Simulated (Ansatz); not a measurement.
InSn$_{2}$Sb$_{2}$: reading a single point

```
Sb In Sn
1.0
     7.58154    0.00000    0.00000
     0.00000    7.58154    0.00000
     0.00000    0.00000    4.33251
Sb In Sn
4 2 4
Direct
  0.17813 0.67813 0.50000
  0.32187 0.17813 0.50000
  0.82187 0.32187 0.50000
  0.67813 0.82187 0.50000
  0.00000 0.00000 0.00000
  0.50000 0.50000 0.00000
  0.37847 0.87847 0.00000
  0.12153 0.37847 0.00000
  0.62153 0.12153 0.00000
  0.87847 0.62153 0.00000
```

Single point in Ansatz 0.2.0 with r2SCAN, no spin polarisation. Cutoff 500 eV, PAW datasets, 5×5×8 Γ-centred k mesh, fermi-dirac filling (width 0.1 eV).

(1) Give the Bader charges.

(2) Describe some of the short contacts.

(3) What does the stress say?

(4) What happens at the Fermi level?

(5) Where is the largest force?

Origin: a known structure type with other elements, at an estimated volume, so it need not be a known compound. Caveats: atoms or cell far from equilibrium.

Answers

(1) Bader charges in e: In +0.28, Sn +0.15, Sb -0.29. In the mean In gives up most and Sb takes most.

(2) Sn–Sn at 2.61 Å: least valence density 0.43 e/Å³ and ELF 0.47 there. In–Sn at 3.01 Å: least valence density 0.22 e/Å³ and ELF 0.38 there. Sb–Sn at 3.05 Å: least valence density 0.25 e/Å³ and ELF 0.48 there. Both are smooth PAW fields, read partly inside the augmentation spheres.

(3) The pressure is 10.7 GPa (compression positive), so with the atoms held at these fractions the cell would first expand; the forces are large, so a full relaxation may end otherwise. The principal stresses 4.8, 13.6, 13.6 GPa differ, so its shape would change too.

(4) It is a metal, with about 6.5 states/eV a cell as the mean within 0.25 eV of the Fermi level, mostly Sb p (56 %) and Sn p (15 %).

(5) The largest is on Sn7 (and as large on other atoms): 2.24 eV/Å, components (-1.59, -1.59, 0.00). It makes 180° with the line to a nearest neighbour, Sn9 at 2.61 Å, pointing away from it.
